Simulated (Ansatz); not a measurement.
Given:

BeTe (zinc blende, F-43m), a = 5.664 Å, b = 5.664 Å, c = 5.664 Å, α = 90.00°, β = 90.00°, γ = 90.00°; the cell used has 2 atoms.

This is the PBE-relaxed structure.

Question: All from plane-wave PAW PBE (Ansatz code), unless another level is named. Predict the hole effective mass with spin–orbit coupling, band 1 of 2 at the edge.

Answer: 0.32 along [100], 0.62 along [110], 0.77 along [111] (mₑ).

Question: Next, the hole effective mass with spin–orbit coupling, band 2 of 2 at the edge?

Answer: 0.21 along [100], 0.16 along [110], 0.15 along [111] (mₑ).

Question: What about the band gap?

Answer: 2.03 eV (indirect).

Question: Next, the hole effective mass, band 2 of 3 at the edge?

Answer: 0.35 along [100], 0.35 along [110], 0.84 along [111] (mₑ).

Question: Give the electron effective mass.

Answer: 0.26, 0.26, 1.9 mₑ (principal values).

The cell was relaxed with PBE under the symmetry of its start. Scalar-relativistic: spin–orbit coupling is off unless named, which matters more the heavier the elements.

Potentials: the earlier of the program's two PAW sets.
